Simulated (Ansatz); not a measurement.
The calculation used DFT PBE, scalar-relativistic, plane waves, PAW in Ansatz. Settings: cutoff 420 eV, Γ-centred meshes spaced at most about 0.3 Å⁻¹, and about 0.25 Å⁻¹ or finer for metals (2π included), Gaussian smearing. No spin polarisation in the final relaxations.

All energies are static (0 K, no zero-point motion).

Compare these two cells of SnBr4Cl, each relaxed at this level.

A.

```
CELL_PARAMETERS angstrom
9.05514 0.00000 0.00000
-4.52757 7.84198 0.00000
0.00000 0.00000 3.43693
ATOMIC_POSITIONS crystal
Sn 0.00000 0.00000 0.00000
Br 0.33333 0.66667 0.00000
Br 0.72992 0.86496 0.50000
Br 0.13504 0.86496 0.50000
Br 0.13504 0.27008 0.50000
Cl 0.66667 0.33333 0.00000
```

B.

```
CELL_PARAMETERS angstrom
4.51229 0.00000 0.00000
0.00000 4.51229 0.00000
0.00000 0.00000 12.43549
ATOMIC_POSITIONS crystal
Sn 0.50000 0.50000 0.66338
Br 0.50000 0.50000 0.19264
Br 0.00000 0.00000 0.64892
Br 0.50000 0.50000 0.86520
Br 0.00000 0.00000 0.22726
Cl 0.00000 0.00000 0.40261
```

Problem. Which is lower in energy, and by how much?

Solution. B is lower, by 60 meV/atom. A has space group P-6m2 (No. 187), 40.7 Å³/atom and no gap on its mesh; B has space group P4mm (No. 99), 42.2 Å³/atom and no gap. Counting Br or Cl atoms around Sn (for each partner element, those within 1.25 times its shortest distance or 1.15 times the sum of covalent radii, where it is the nearest in units of that sum or under 1.3), A has Sn 6 and B has Sn 1. In A, Sn is surrounded by 6 Br at 2.73 Å and 2 Sn at 3.44 Å; Br on a site of symmetry -6m2 is surrounded by 8 Br at 3.44–3.55 Å (long contacts); around Cl lie 2 Cl at 3.44 Å (long contacts); 1 more site not described. In B, Sn has 1 Br at 2.51 Å and 4 Br at 3.20 Å; around Br on its first site lie 4 Br at 3.22 Å; Cl has 1 Br at 2.18 Å and 1 Br at 3.06 Å; 3 more sites not described. Both come from invented guesses.

Weakly bound directions are ill-defined at this level, which has no dispersion term (P-6m2, P4mm), and this can change margins and order among such cells. In P-6m2, P4mm an odd number of electrons in the primitive cell allows no gap without spin; a larger cell or a magnetic state could open one. A magnetic state wasn't ruled out in cells without spin, among them P-6m2. Cells relaxed within their symmetry can be saddle points.
